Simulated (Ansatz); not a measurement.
Given:

CdSiN$_{2}$:
```
CELL_PARAMETERS angstrom
      1.44701     0.83543     5.46483
     -1.44701     0.83543     5.46483
      0.00000    -1.67086     5.46483
ATOMIC_POSITIONS crystal
  Cd 0.00000 0.00000 0.00000
  Si 0.50000 0.50000 0.50000
  N  0.77371 0.77371 0.77371
  N  0.22629 0.22629 0.22629
```

This is the PBEsol-relaxed structure. x, y and z are the axes in which the lattice vectors are written.

Question: All from PBEsol (plane waves, PAW; program Ansatz), unless another level is named. Give the bulk modulus (Birch–Murnaghan fit).

Answer: 217 GPa.

Question: Give the elastic constants (relaxed ions, GPa).

Answer: C11 = 446, C12 = 128, C13 = 100, C14 = -12.5, C33 = 417, C44 = 40.4.

Question: Give the highest zone-centre frequency (without LO–TO term).

Answer: 673 cm⁻¹.

Space group R-3m. The start of the workflow was typed in or built on a structure type; neither database checked (COD, Materials Project) lists it. Whether it is the stable phase at ambient conditions was not checked. Symmetry was held in the PBEsol relaxation; its stability against distortions is not shown here.

Potentials: the later of the program's two PAW sets.
